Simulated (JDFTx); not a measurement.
An input for JDFTx (a modified build) (Ti(0001), CANDLE, water, 1 M KF; bohr, hartree) and the course of its log:

```
lattice \
  5.5477258648 2.7738629324 0.0000000000 \
  0.0000000000 4.8044715411 0.0000000000 \
  0.0000000000 0.0000000000 43.4637008664
coords-type Lattice
ion Ti 0.6666666668 0.6666666668 -0.1513323910 0
ion Ti 0.0000000002 0.0000000002 -0.0504441300 0
ion Ti 0.6666666668 0.6666666668 0.0504441300 0
ion Ti 0.0000000002 0.0000000002 0.1513323910 0
ion-species pseudo/ti_pbe_v1.4.upf
elec-cutoff 20 100
elec-ex-corr gga-PBE
coulomb-interaction Slab 001
coulomb-truncation-embed 0 0 0
kpoint-folding 8 8 1
elec-smearing Fermi 0.01
elec-n-bands 31
target-mu -0.163167
electronic-scf nIterations 100 energyDiffThreshold 1e-07
fluid LinearPCM
pcm-variant CANDLE
fluid-solvent H2O
fluid-cation K+ 1
fluid-anion F- 1
fluid-minimize nIterations 400 knormThreshold 1e-11
wavefunction read f0.wfns
elec-initial-eigenvals f0.eigenvals
elec-initial-fillings read f0.fillings
fluid-initial-state f0.fluidState
dump-name f0_u0.$VAR
dump End State Ecomponents EigStats BandEigs Forces ElecDensity IonicPositions Fillings Kpoints Dtot FluidDebug BoundCharge FluidDensity
```

```
[one cycle in 5 is shown, and the last three; fluid-solver lines are left out]
	FillingsUpdate:  mu: -0.163167000  nElectrons: 44.602354
SCF: Cycle:  0   G: -219.845979511781110   dG: +5.547e+00   |Residual|: 2.272e-01   |deigs|: 3.937e-08
	FillingsUpdate:  mu: -0.163167000  nElectrons: 47.871397
SCF: Cycle:  5   G: -225.392256902228496   dG: -5.825e-02   |Residual|: 9.186e-03   |deigs|: 2.462e-03
	FillingsUpdate:  mu: -0.163167000  nElectrons: 47.732482
SCF: Cycle: 10   G: -225.377012687334087   dG: -4.058e-02   |Residual|: 1.127e-02   |deigs|: 7.836e-04
	FillingsUpdate:  mu: -0.163167000  nElectrons: 47.822425
SCF: Cycle: 15   G: -225.394309309129596   dG: -3.474e-02   |Residual|: 2.672e-03   |deigs|: 1.261e-03
	FillingsUpdate:  mu: -0.163167000  nElectrons: 47.598058
SCF: Cycle: 20   G: -225.378365473114854   dG: -6.810e-02   |Residual|: 1.354e-02   |deigs|: 1.245e-03
	FillingsUpdate:  mu: -0.163167000  nElectrons: 47.592109
SCF: Cycle: 25   G: -225.387522531120027   dG: -4.855e-03   |Residual|: 9.363e-03   |deigs|: 1.927e-04
	FillingsUpdate:  mu: -0.163167000  nElectrons: 47.509857
SCF: Cycle: 30   G: -225.382612481378260   dG: +7.410e-03   |Residual|: 1.225e-02   |deigs|: 3.158e-04
	FillingsUpdate:  mu: -0.163167000  nElectrons: 47.659677
SCF: Cycle: 35   G: -225.395277616009906   dG: -5.639e-04   |Residual|: 2.138e-04   |deigs|: 1.735e-04
	FillingsUpdate:  mu: -0.163167000  nElectrons: 47.641534
SCF: Cycle: 40   G: -225.395207482713374   dG: -6.927e-05   |Residual|: 8.779e-04   |deigs|: 3.718e-05
	FillingsUpdate:  mu: -0.163167000  nElectrons: 47.648150
SCF: Cycle: 45   G: -225.395274392449039   dG: +4.423e-06   |Residual|: 4.183e-04   |deigs|: 6.435e-06
	FillingsUpdate:  mu: -0.163167000  nElectrons: 47.625332
SCF: Cycle: 50   G: -225.395125459783316   dG: -9.271e-06   |Residual|: 1.395e-03   |deigs|: 5.149e-06
	FillingsUpdate:  mu: -0.163167000  nElectrons: 47.642605
SCF: Cycle: 55   G: -225.395287818822709   dG: -1.419e-06   |Residual|: 1.489e-04   |deigs|: 1.044e-05
	FillingsUpdate:  mu: -0.163167000  nElectrons: 47.633869
SCF: Cycle: 60   G: -225.395247755327432   dG: -1.897e-06   |Residual|: 7.187e-04   |deigs|: 1.003e-05
	FillingsUpdate:  mu: -0.163167000  nElectrons: 47.642180
SCF: Cycle: 65   G: -225.395287834060127   dG: -2.670e-06   |Residual|: 1.450e-04   |deigs|: 9.587e-06
	FillingsUpdate:  mu: -0.163167000  nElectrons: 47.644081
SCF: Cycle: 70   G: -225.395285580360110   dG: +1.592e-06   |Residual|: 2.889e-04   |deigs|: 1.730e-05
	FillingsUpdate:  mu: -0.163167000  nElectrons: 47.637026
SCF: Cycle: 75   G: -225.395276621430895   dG: +3.172e-07   |Residual|: 4.241e-04   |deigs|: 4.047e-06
	FillingsUpdate:  mu: -0.163167000  nElectrons: 47.632478
SCF: Cycle: 80   G: -225.395236036384972   dG: +2.640e-05   |Residual|: 7.282e-04   |deigs|: 1.653e-05
	FillingsUpdate:  mu: -0.163167000  nElectrons: 47.640407
SCF: Cycle: 85   G: -225.395285403448696   dG: +4.510e-07   |Residual|: 1.870e-04   |deigs|: 1.195e-05
	FillingsUpdate:  mu: -0.163167000  nElectrons: 47.644005
SCF: Cycle: 90   G: -225.395287101364715   dG: -8.963e-06   |Residual|: 1.952e-04   |deigs|: 1.649e-05
	FillingsUpdate:  mu: -0.163167000  nElectrons: 47.644735
SCF: Cycle: 95   G: -225.395282976076487   dG: +5.728e-06   |Residual|: 2.298e-04   |deigs|: 2.043e-05
	FillingsUpdate:  mu: -0.163167000  nElectrons: 47.641117
SCF: Cycle: 97   G: -225.395288617725157   dG: +5.025e-08   |Residual|: 4.226e-05   |deigs|: 9.048e-06
	FillingsUpdate:  mu: -0.163167000  nElectrons: 47.641709
SCF: Cycle: 98   G: -225.395288806871974   dG: -1.891e-07   |Residual|: 7.795e-06   |deigs|: 5.456e-06
	FillingsUpdate:  mu: -0.163167000  nElectrons: 47.637461
SCF: Cycle: 99   G: -225.395280346166231   dG: +8.461e-06   |Residual|: 3.046e-04   |deigs|: 2.237e-05
SCF: None of the convergence criteria satisfied after 100 iterations.
IonicMinimize: Iter:   0  G: -225.395280346166231  |grad|_K:  0.000e+00
IonicMinimize: Converged (|grad|_K<1.000000e-04).
```

This run gave no converged result. The loop ran out of cycles short of its threshold. It has stalled and not diverged: the last ten energies span 8e-06 Ha, so the total is near its end, but levels, forces and the electron count aren't shown converged.
